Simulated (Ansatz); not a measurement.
Fe:
```yaml
crystal:
  lattice:
    - [-1.41572, 1.41572, 1.41572]
    - [1.41572, -1.41572, 1.41572]
    - [1.41572, 1.41572, -1.41572]
  atoms:
    - { symbol: Fe, position: [0.00000, 0.00000, 0.00000], spin: 2.2 }
```

Relaxed with PBE (plane waves, PAW; program Ansatz). Indices refer to the conventional cell of Im-3m, a = b = c = 2.8314 Å, α = β = γ = 90.00°.

### Question
Simulate the powder diffraction pattern (neutron, λ = 1.5401 Å; lines above 1 %) up to 2θ = 90°.

### Answer
Simulated powder pattern, neutron, λ = 1.5401 Å (kinematic, ideal powder, no thermal factors, coherent scattering alone; the 30 strongest lines at most, above 1 %, up to 2θ = 90°):

```csv
2θ (°),d (Å),I/Imax (%),hkl
45.24,2.002,100,(110)
65.90,1.416,28,(200)
83.54,1.156,83,(211)
```

The cell was relaxed with PBE under the symmetry of its start. Spin order of the final state: ferromagnetic, chosen from 3 collinear starts compared on coarse meshes (ties went to the first, and starts can fall back to one state), not a proven ground state. Textbook magnetic order: ferromagnetic.

Potentials: the earlier of the program's two PAW sets.
